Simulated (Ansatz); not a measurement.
**Computed properties of SiGe**

SiGe:
```
CELL_PARAMETERS angstrom
      1.96221     1.13288     6.39973
     -1.96221     1.13288     6.39973
      0.00000    -2.26576     6.39973
ATOMIC_POSITIONS crystal
  Si 0.93882 0.93882 0.93882
  Si 0.06118 0.06118 0.06118
  Ge 0.43597 0.43597 0.43597
  Ge 0.56403 0.56403 0.56403
```

Space group R-3m (No. 166); conventional cell a = 3.924 Å, b = 3.924 Å, c = 19.199 Å, α = 90.00°, β = 90.00°, γ = 120.00°.

Method: r²SCAN in the plane-wave PAW code Ansatz. Structure relaxed to zero pressure with the same functional. Other levels are named where they apply.

Cell and energy:

```json
{
  "volume_per_atom": "21.34 Å³",
  "density": "3.92 g/cm³",
  "Formation energy from the elements (no fitted shifts)": "0.008 eV/atom"
}
```

Electronic structure:

```json
{
  "band_gap": "0.65 eV (indirect)",
  "valence_band_maximum": "at Γ",
  "conduction_band_minimum": "at F (3 equivalent valleys)",
  "smallest_direct_gap_on_the_standard_path": "1.24 eV",
  "electron_effective_mass": "0.11, 0.22, 1.3 mₑ (principal values)",
  "Electron effective mass with spin–orbit coupling": "0.11, 0.22, 1.3 mₑ (principal values)",
  "Weight of the conduction-edge state by species (Voronoi cells)": "Si 55 %, Ge 45 %",
  "Hole effective mass, band 1 of 2 at the edge": "0.34 along x, 0.56 along z (mₑ)",
  "Hole effective mass, band 2 of 2 at the edge": "0.070 along x, 0.56 along z (mₑ)",
  "Hole effective mass with spin–orbit coupling": "0.12 along x, 0.55 along z (mₑ)",
  "Weight of the valence-edge state by species (Voronoi cells)": "Ge 51 %, Si 49 %",
  "HSE06 gap on the r²SCAN cell": "1.00 eV",
  "Gap with spin–orbit coupling": "0.59 eV"
}
```

Mechanics:

```json
{
  "Bulk modulus (Birch–Murnaghan fit)": "84.1 GPa",
  "Pressure derivative B′": "4.5",
  "Elastic constants (relaxed ions, GPa)": "C11 = 177, C12 = 43.3, C13 = 33.3, C14 = -13.1, C33 = 185, C44 = 56.9",
  "mechanical_stability": "stable (all eigenvalues of C positive)",
  "hill_bulk_and_shear_moduli": "84.3 and 63.2 GPa",
  "Young's modulus": "152 GPa",
  "Poisson's ratio": "0.20",
  "debye_temperature_from_the_elastic_constants": "476 K"
}
```

Charges:

```json
{
 "bader_charges": "Si +0.27, Ge -0.27 e"
}
```

The start of the workflow was typed in or built on a structure type; neither database checked (COD, Materials Project) lists it. Whether it is the stable phase at ambient conditions was not checked. Symmetry was held in the r²SCAN relaxation; whether a distortion lowers the energy is not shown. The references are the lowest solids computed at this level, not always the standard phases. Scalar-relativistic: spin–orbit coupling is off unless named, which matters more the heavier the elements.

Potentials: the later of the program's two PAW sets.
